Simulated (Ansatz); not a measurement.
Sheets of one type (MA2Z4 (octahedral core, outer Z over the far inner Z)-type), PBE in the plane-wave PAW code Ansatz; HSE06 gaps on those cells.

```
layer    a (Å)  thickness (Å)
-------  -----  -------------
ZrGe2P4  3.712           9.71
MnGe2P4    [?]            [?]
MnGe2N4  3.044           6.98
MnP4Si2  3.518           8.91
YGe2P4   3.768          10.03
```

What belongs in the gaps?


- MnGe2P4, a (Å): 3.611
- MnGe2P4, thickness (Å): 9.12

Spin orders computed, not proven ground states: MnGe2P4, MA2Z4 (octahedral core, outer Z over the far inner Z)-type layer ferromagnetic; MnGe2N4, MA2Z4 (octahedral core, outer Z over the far inner Z)-type layer ferromagnetic; MnP4Si2, MA2Z4 (octahedral core, outer Z over the far inner Z)-type layer ferromagnetic. Began spin-polarised and lost the moments: YGe2P4, MA2Z4 (octahedral core, outer Z over the far inner Z)-type layer. All cells were relaxed under the symmetry of their starts (and spin orders); stability against distortions was not tested throughout. Rows with no word on spin ran without spin polarisation. Scalar-relativistic: spin–orbit coupling is off unless named, which matters more the heavier the elements. Constructed layers (a layer type filled with these elements): ZrGe2P4, MA2Z4 (octahedral core, outer Z over the far inner Z)-type layer; MnGe2P4, MA2Z4 (octahedral core, outer Z over the far inner Z)-type layer; MnGe2N4, MA2Z4 (octahedral core, outer Z over the far inner Z)-type layer; MnP4Si2, MA2Z4 (octahedral core, outer Z over the far inner Z)-type layer; YGe2P4, MA2Z4 (octahedral core, outer Z over the far inner Z)-type layer.

Potentials: the later of the program's two PAW sets.
